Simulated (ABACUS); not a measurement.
ABACUS run on NaCl (Fm-3m, 8 atoms in the cell; from Materials Project mp-22862, changed as shown): self-consistent single point.

All values come from this method and carry its errors: PBE, numerical atomic orbitals TZDP (confined pseudo-atomic orbitals with Gaussian additions; energy shift 0.01 Ry), PseudoDojo 0.5 standard norm-conserving PBE (tails mended) pseudopotentials (ABACUS).

The change in words: lattice scaled by 0.98. Reference geometry (Fm-3m):
```xyz
8
Lattice="5.5881 0.0000 0.0000 0.0000 5.5881 0.0000 0.0000 0.0000 5.5881" Properties=species:S:1:pos:R:3 pbc="T T T"
Na     0.0000     0.0000     0.0000
Na     0.0000     2.7941     2.7941
Na     2.7941     0.0000     2.7941
Na     2.7941     2.7941     0.0000
Cl     2.7941     0.0000     0.0000
Cl     2.7941     2.7941     2.7941
Cl     0.0000     0.0000     2.7941
Cl     0.0000     2.7941     0.0000
```

Reference input (self-consistent single point, DFT, PBE, numerical atomic orbitals TZDP (confined pseudo-atomic orbitals with Gaussian additions; energy shift 0.01 Ry), PseudoDojo 0.5 standard norm-conserving PBE (tails mended) pseudopotentials): basis = TZDP numerical atomic orbitals, energy shift 0.01 Ry; KPT = Gamma 4 4 4 0 0 0; basis_type = lcao; dft_functional = PBE; ecutwfc = 100 Ry; smearing_method = fixed; potentials = PseudoDojo 0.5 standard norm-conserving PBE (tails mended); symmetry = 1; symmetry_prec = 1e-05; ks_solver = genelpa; scf_nmax = 100; scf_thr = 1.0e-06. This run's input differs from it in these lines:

```diff
@@ -32,5 +32,5 @@
 LATTICE_VECTORS
-   5.5881300000    0.0000000000    0.0000000000
-   0.0000000000    5.5881300000    0.0000000000
-   0.0000000000    0.0000000000    5.5881300000
+   5.4763670000    0.0000000000    0.0000000000
+   0.0000000000    5.4763670000    0.0000000000
+   0.0000000000    0.0000000000    5.4763670000
 
@@ -43,5 +43,5 @@
    0.0000000000    0.0000000000    0.0000000000
-   0.0000000000    2.7940650000    2.7940650000
-   2.7940650000    0.0000000000    2.7940650000
-   2.7940650000    2.7940650000    0.0000000000
+   0.0000000000    2.7381835000    2.7381835000
+   2.7381835000    0.0000000000    2.7381835000
+   2.7381835000    2.7381835000    0.0000000000
 
@@ -50,6 +50,6 @@
 4
-   2.7940650000    0.0000000000    0.0000000000
-   2.7940650000    2.7940650000    2.7940650000
-   0.0000000000    0.0000000000    2.7940650000
-   0.0000000000    2.7940650000    0.0000000000
+   2.7381835000    0.0000000000    0.0000000000
+   2.7381835000    2.7381835000    2.7381835000
+   0.0000000000    0.0000000000    2.7381835000
+   0.0000000000    2.7381835000    0.0000000000
 # file: KPT
```

Log, with long lists cut:

```
 SELF-CONSISTENT
 -------------------------------------------

                  longest orb rcut (Bohr) = 9.3
   longest nonlocal projector rcut (Bohr) = 1.78
                     search radius (Bohr) = 22.2

                          real space grid = [ 72, 72, 72 ]
                                 init_chg = atomic

 LCAO ALGORITHM --------------- ION=   1  ELEC=   1--------------------------------

 Density error is 0.0516754313458
 E_KohnSham     -497.8748961407      -6773.9354786718
 E_Fermi        0.0603709510         0.8213889275

 LCAO ALGORITHM --------------- ION=   1  ELEC=   2--------------------------------

   [... lines left out ...]

   [... 3 blocks of this kind left out ...]

 LCAO ALGORITHM --------------- ION=   1  ELEC=   6--------------------------------

 Density error is 4.1871981973e-06
 E_KohnSham     -497.9225690344      -6774.5841016658
 E_Fermi        0.1325156616         1.8029680718

 LCAO ALGORITHM --------------- ION=   1  ELEC=   7--------------------------------

 Density error is 1.03128461411e-07
 E_KohnSham     -497.9225690344      -6774.5841016663
 E_KS(sigma->0) -497.9225690344      -6774.5841016663
 E_entropy(-TS) 0.0000000000         0.0000000000
 E_Fermi        0.1325170766         1.8029873242
 charge density convergence is achieved
 final etot is -6774.5841017 eV
 EFERMI = 1.8029873242 eV

 STATE ENERGY(eV) AND OCCUPATIONS    NSPIN == 1
   [... 39 lines left out ...]

 TOTAL-FORCE (eV/Angstrom)
                       Na1         0.0000000000         0.0000000000         0.0000000000
                       Na2         0.0000000000         0.0000000000         0.0000000000
                       Na3         0.0000000000         0.0000000000         0.0000000000
                       Na4         0.0000000000         0.0000000000         0.0000000000
                       Cl1         0.0000000000         0.0000000000         0.0000000000
                       Cl2         0.0000000000         0.0000000000         0.0000000000
                       Cl3         0.0000000000         0.0000000000         0.0000000000
   [... lines left out ...]

 TOTAL-STRESS (KBAR)
        35.3594471310         0.0000000000         0.0000000000
        -0.0000000000        35.3594471310         0.0000000000
        -0.0000000000         0.0000000000        35.3594471310
 TOTAL-PRESSURE: 35.359447 KBAR

 --------------------------------------------
 !FINAL_ETOT_IS -6774.5841016663389382 eV
 --------------------------------------------
```

The run converged in 7 iterations. Against the reference run the free energy goes up by 18.9 meV/atom, the pressure goes from 1.32 to 3.54 GPa and the gap on the mesh goes from 5.278 to 5.552 eV.

The atom-centred basis is finite, which shifts total energies, pressures and gaps against plane waves. The structure comes from a collection of computed structures, made at another level of theory; the collection holds predicted forms beside known ones.

Cost on one core: about 40 core-seconds (a rough figure).

The atomic orbitals were generated for these runs; they are not ABACUS's published sets and were checked against plane waves on a few crystals only.

“Tails mended”: in these copies of the files the far tail of each local potential was reset to the Coulomb form.
